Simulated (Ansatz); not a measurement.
Values for one crystal, relaxed and computed with DFT-r²SCAN in the program Ansatz with PAW potentials; other levels are named.

| Property | Result |
|---|---|
| Volume per atom | 23.40 Å³ |
| Electronic character | metallic (no gap) |
| Elastic constants (relaxed ions, GPa) | C11 = 96.5, C12 = 148, C44 = -3.7 |
| Bulk modulus (Birch–Murnaghan fit) | 1300 kbar |
| Gap with spin–orbit coupling | none (metallic) |
| Mechanical stability | unstable (C has a negative eigenvalue) |
| Density of states at the Fermi level | 2.8 states/eV per atom (mean over ±0.08 eV) |

Problem. Pick the material that matches.
(A) Be, diamond
(B) Au, diamond
(C) Pt, diamond
(D) Bi, diamond

Solution. C, Pt, diamond

Space group Fd-3m (diamond). The start of the workflow was typed in or built on a structure type; neither database checked (COD, Materials Project) lists it. It is not the phase usual at ambient conditions (space group No. 225). Symmetry was held in the r²SCAN relaxation. No spin polarisation was allowed. As this level gives no gap, shear constants depend on the k-mesh and smearing (Fermi–Dirac, 0.1 eV here). On the denser mesh and wider smearing of the elastic run this cell carries a stress of 0.3 GPa. Scalar-relativistic: spin–orbit coupling is off unless named, which matters more the heavier the elements.

Potentials: the earlier of the program's two PAW sets.
